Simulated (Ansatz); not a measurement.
LuBH$_{4}$, a known structure type with other elements, at an estimated volume

```yaml
crystal:
  lattice:
    - [2.40956, 2.30470, 0.00000]
    - [2.40956, -2.30470, 0.00000]
    - [0.00000, 0.00000, -3.51009]
  atoms:
    - { symbol: Lu, position: [0.00000, 0.00000, 0.00000] }
    - { symbol: B, position: [0.50000, 0.50000, 0.50000] }
    - { symbol: H, position: [0.50100, 0.25900, 0.67300] }
    - { symbol: H, position: [0.49900, 0.74100, 0.67300] }
    - { symbol: H, position: [0.25900, 0.50100, 0.32700] }
    - { symbol: H, position: [0.74100, 0.49900, 0.32700] }
```

Level: PBE, no spin polarisation; 420 eV; 8×8×8 Γ-centred mesh; fermi-dirac occupations (width 0.1 eV); Ansatz 0.2.0, fixed geometry.

(1) Where is the largest force?

(2) Is the cell too large or too small?

(3) Give the Bader charges.

(4) Is it stable against the elements?

(5) Is there a gap?

Origin: a known structure type with other elements, at an estimated volume, so it need not be a known compound. Caveats: atoms or cell far from equilibrium.

Results:

(1) The largest is on H5 (and as large on other atoms): 7.76 eV/Å, components (-4.52, -4.25, 4.66). It makes 179° with the line to a nearest neighbour, B2 at 1.01 Å, pointing away from it.

(2) The pressure is 52.2 GPa (compression positive), so with the atoms held at these fractions the cell would first expand; the forces are large, so a full relaxation may end otherwise. The principal stresses 47.4, 53.7, 55.5 GPa differ, so its shape would change too.

(3) Bader charges in e: Lu +1.11, B +1.80, H -0.73. In the mean B gives up most and H takes most.

(4) 0.59 eV an atom against the elements' usual phases (free molecules for gases, crystals otherwise, with no correction for O₂ or N₂), so at this geometry it isn't bound against them. Relaxing would lower it.

(5) It is a metal, with about 0.38 states/eV a cell as the mean within 0.25 eV of the Fermi level, mostly Lu d (63 %) and Lu s (16 %).
